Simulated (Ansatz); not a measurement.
An input for the plane-wave PAW code Ansatz:

```yaml
crystal:
  lattice:
    - [2.1107707375, 1.2186540535, 3.9141663933]
    - [-2.1107707375, 1.2186540535, 3.9141663933]
    - [0.0, -2.437308107, 3.9141663933]
  atoms:
    - { symbol: Sb, position: [0.22754, 0.22754, 0.22754] }
    - { symbol: Sb, position: [0.77246, 0.77246, 0.77246] }
basis:
  ecutwfc: 420
  ecutrho_ratio: 4
kpoints:
  mp_grid: { grid: [12, 12, 12] }
hamiltonian:
  xc: pbe
scf:
  occupations: { method: gaussian, width: 0.05 }
output:
  forces: true
  stress: true
  eigenvalues: true
relax:
  f_tol: 0.01
  max_steps: 60
  cell: { stress_tol: 0.04 }
```

The output:

```
Pseudopotentials: kind: paw
Pseudopotential: Sb, paw, valence charge 15, recommended cutoff 420 eV (normal), Sb.paw.azcp
Crystal: 2 atoms, lattice volume = 60.410 Å³
Basis set: ecut = 420 eV, 1177 PW (Γ), exchange–correlation on 64×64×64 points (8 copies of the dense FFT grid, shifted against one another)
Bands: 19, of which v1, the nominal top of the filled ones, is band 15 counted from 1 (14 counted from 0)
Symmetry: 12 space group operations
Space group: R-3m (ITA 166), of the structure as read, at distance tolerance 3.9e-5 Å
k-points: 189 of 1728
Initial density: superposition of atomic densities (neutral atoms: chi_scale 0, normalization atom), corrected by the library's trained network
Initial wavefunctions: pseudopotential atomic-orbital guess
Functional: x = pbe(κ = 0.804, μ = 0.21951), c = pbe(β = 0.06672)
```

SCF trace (energy estimate counted from the last row; the run made several SCF loops, for ionic steps, more bands or searches for a lower state, numbered loop.iteration):
```
iteration  ΔE (eV)  density residual (eV)
      1.1    0.121                2.44e-3
      1.2    0.123                2.85e-4
      1.3    0.123                4.99e-5
      1.4    0.123                2.05e-6
      1.5    0.123                2.71e-7
      1.6    0.123                3.98e-9
      2.1    0.117                3.89e-2
      2.2    0.120                1.87e-2
      2.3    0.123                7.11e-4
      2.4    0.122                6.19e-5
      2.5    0.122                4.97e-6
      2.6    0.122                3.54e-7
      2.7    0.122                2.94e-8
        …        …                      …
      6.3    0.000                1.35e-9
      6.4    0.000               4.13e-11
      6.5    0.000               3.39e-12
      6.6    0.000               3.03e-13
```

```
SCF converged after 6 iterations
Free energy (F): -12968.978485 eV
E sigma→0 (E₀):  -12968.978392 eV
Entropy (-TS):   -0.000187 eV (-0.093 meV/atom)
Fermi energy:    9.245106 eV
--- Forces (eV/Å), atoms counted from 1 ---
  atom   1  Sb     0.00000000     0.00000000    -0.00166842
  atom   2  Sb     0.00000000     0.00000000     0.00166842
--- Stress (GPa, compression-positive) ---
       -0.012608       0.000000       0.000000
        0.000000      -0.012608       0.000000
        0.000000       0.000000       0.000796
  P = ⅓ Tr σ = -0.0081 GPa (-0.081 kbar)
--- Relaxed structure (5 steps of the walk, 5 accepted, 1 SCFs on fresh bases) ---
  F+E_penalty+E_count = -12968.97848503 eV   max|allowed force component| = 1.668e-3 eV/Å   (the final SCF, on the basis selected at the relaxed cell)
  cell:  # Å, volume = 63.6995 Å³
    - [2.18834, 1.26344, 3.83985]
    - [-2.18834, 1.26344, 3.83985]
    - [0.00000, -2.52688, 3.83985]
  atoms:
    - { symbol: Sb, position: [0.23277, 0.23277, 0.23277] }
    - { symbol: Sb, position: [0.76723, 0.76723, 0.76723] }
```

In short (PBE): final volume 31.85 Å³/atom, energy lowered by 61.5 meV/atom, pressure 0.0 GPa, gap on the mesh zero (metallic).

Absolute energies hang on the potentials; compare differences alone.

No spin–orbit coupling, a notable omission for heavy elements. The structure is built of weakly bound bilayers, and this functional has no dispersion term, so their spacing and all that hangs on it (volume, the soft elastic constants, low modes, dielectric constants) are poorly given.
